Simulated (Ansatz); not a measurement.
All numbers below come from DFT PBE, scalar-relativistic, plane waves, PAW in Ansatz 0.2.0. Settings: cutoff 420 eV, Γ-centred meshes spaced at most about 0.3 Å⁻¹, and about 0.25 Å⁻¹ or finer for metals (2π included), Gaussian smearing. No spin polarisation in the final relaxations.

Formation energies are uncorrected and refer to the elements' standard structures at the same level (N₂ as a molecule).

A relaxed structure of Hf3Al2N5 has 10.80 Å³/atom, −1.27 eV/atom against the elements, no gap on its mesh:

```cif
data_structure
_symmetry_space_group_name_H-M 'P 1'
_symmetry_Int_Tables_number 1
_cell_length_a 11.2826
_cell_length_b 11.2826
_cell_length_c 11.2826
_cell_angle_alpha 164.080
_cell_angle_beta 164.080
_cell_angle_gamma 22.588
_cell_volume 108.04
loop_
_atom_site_label
_atom_site_type_symbol
_atom_site_fract_x
_atom_site_fract_y
_atom_site_fract_z
_atom_site_occupancy
Hf1 Hf 0.00000 0.00000 0.00000 1
Hf2 Hf 0.20212 0.20212 0.00000 1
Hf3 Hf 0.79788 0.79788 0.00000 1
Al1 Al 0.60057 0.60057 0.00000 1
Al2 Al 0.39943 0.39943 0.00000 1
N1 N 0.09804 0.09804 0.00000 1
N2 N 0.68778 0.68778 0.00000 1
N3 N 0.31222 0.31222 0.00000 1
N4 N 0.90196 0.90196 0.00000 1
N5 N 0.50000 0.50000 0.00000 1
```

Question: Zr takes the place of Hf on the same sites, and the cell is relaxed. What changes?

Answer: Zr3Al2N5 has a = 3.153 Å, c = 22.216 Å: 11.04 Å³/atom, −1.29 eV/atom against the elements, no gap on its mesh. The volume per atom changes by +2.2 % and the formation energy by -0.01 eV/atom (from unrounded values). Covalent radii: Hf 1.75 Å, Zr 1.75 Å; electronegativities 1.30 and 1.33. Zr on a site of symmetry 4mm has 5 N at 2.25–2.31 Å, 1 N at 2.46 Å, 8 Zr at 3.09–3.15 Å and 4 Al at 3.17 Å; Zr on a site of symmetry 4/mmm has 6 N at 2.17–2.23 Å, 4 Zr at 3.15 Å and 8 Al at 3.15 Å; around Al lie 1 N at 1.93 Å, 5 N at 2.23 Å, 4 Al at 3.15 Å and 8 Zr at 3.15–3.17 Å; N on a site of symmetry 4mm has 1 Zr at 2.17 Å, 4 Al at 2.23 Å and 1 Zr at 2.31 Å; 2 more sites not described.

```
Zr Al N
1.0
    -1.57640    1.57640   11.10781
     1.57640   -1.57640   11.10781
     1.57640    1.57640  -11.10781
Zr Al N
3 2 5
Direct
  0.70169 0.70169 0.00000
  0.29831 0.29831 0.00000
  0.50000 0.50000 0.00000
  0.89959 0.89959 0.00000
  0.10041 0.10041 0.00000
  0.59789 0.59789 0.00000
  0.18747 0.18747 0.00000
  0.81253 0.81253 0.00000
  0.40211 0.40211 0.00000
  0.00000 0.00000 0.00000
```

The two cells were relaxed from separate starts that ended on the same group and sites; neither need be the stable form of its compound. Spin–orbit coupling, which can matter for Hf, is left out. Cells relaxed within their symmetry can be saddle points.
